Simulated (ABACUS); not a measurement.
ABACUS run on Ta (Im-3m, 1 atom in the cell; from Materials Project mp-50): self-consistent single point.

Level of theory: PBE, PseudoDojo 0.5 standard norm-conserving PBE (tails mended) pseudopotentials (plane waves; ABACUS).

```
Ta
1.0
   -1.65493     1.65493     1.65493
    1.65493    -1.65493     1.65493
    1.65493     1.65493    -1.65493
Ta
1
Direct
  0.00000   0.00000   0.00000
```

Reference input (self-consistent single point, DFT, PBE, plane waves, PseudoDojo 0.5 standard norm-conserving PBE (tails mended) pseudopotentials): KPT = Gamma 14 14 14 0 0 0; basis_type = pw; dft_functional = PBE; ecutwfc = 58 Ry; smearing_method = mv; smearing_sigma = 0.0199916 Ry; potentials = PseudoDojo 0.5 standard norm-conserving PBE (tails mended); symmetry = 1; ks_solver = dav_subspace; scf_nmax = 100; scf_thr = 1.0e-09 Ry; mixing_type = broyden. This run's input differs from it in these lines:

```diff
@@ -8,4 +8,4 @@
 symmetry             1
-smearing_method      mv
-smearing_sigma       0.0199916
+smearing_method      mp
+smearing_sigma       0.0146997
 ks_solver            dav_subspace
```

Output (repeated stretches shortened):

```
 SELF-CONSISTENT
 -------------------------------------------
                                 init_chg = atomic

 PW ALGORITHM --------------- ION=   1  ELEC=   1--------------------------------
 Notice: Threshold on eigenvalues was too large.

 Density error is 0.0239938455447
                          Error Threshold = 0.000184443951921
 E_KohnSham     -130.2028953034      -1771.5012722232
 E_Fermi        1.3679318676         18.6116678752

 PW ALGORITHM --------------- ION=   1  ELEC=   2--------------------------------

 Density error is 0.000675060827999
                          Error Threshold = 0.000184568042651
   [... lines left out ...]

 Density error is 2.30138915037e-09
                          Error Threshold = 5.32155184438e-10
 E_KohnSham     -130.2075734985      -1771.5649223339
 E_Fermi        1.3457443976         18.3097918584

 PW ALGORITHM --------------- ION=   1  ELEC=   6--------------------------------

 Density error is 1.52718360614e-11
                          Error Threshold = 1.77029934644e-11
 E_KohnSham     -130.2075734987      -1771.5649223362
 E_KS(sigma->0) -130.2076745980      -1771.5662978631
 E_entropy(-TS) 0.0003032980         0.0041265807
 E_Fermi        1.3457413068         18.3097498063
 charge density convergence is achieved
 final etot is -1771.5649223 eV
 EFERMI = 18.309749806 eV

 STATE ENERGY(eV) AND OCCUPATIONS    NSPIN == 1
   [... 14 lines left out ...]

 TOTAL-FORCE (eV/Angstrom)
                       Ta1         0.0000000000         0.0000000000         0.0000000000

 TOTAL-STRESS (KBAR)
        15.6164148680         0.0000000000         0.0000000000
         0.0000000000        15.6164148680        -0.0000000000
        -0.0000000000        -0.0000000000        15.6164148680
 TOTAL-PRESSURE: 15.616415 KBAR

 --------------------------------------------
 !FINAL_ETOT_IS -1771.5649223362418070 eV
 --------------------------------------------
```

The run converged in 6 iterations. Against the reference run the free energy goes down by 6.2 meV/atom and the pressure hardly changes (1.55 to 1.56 GPa).

This run is one point of a test of settings, so its values need not be converged; read them against the reference run alone. The structure comes from a collection of computed structures, made at another level of theory; the collection holds predicted forms beside known ones.

Cost on one core: very roughly 13 core-seconds.

“Tails mended”: in these copies of the files the far tail of each local potential was reset to the Coulomb form.
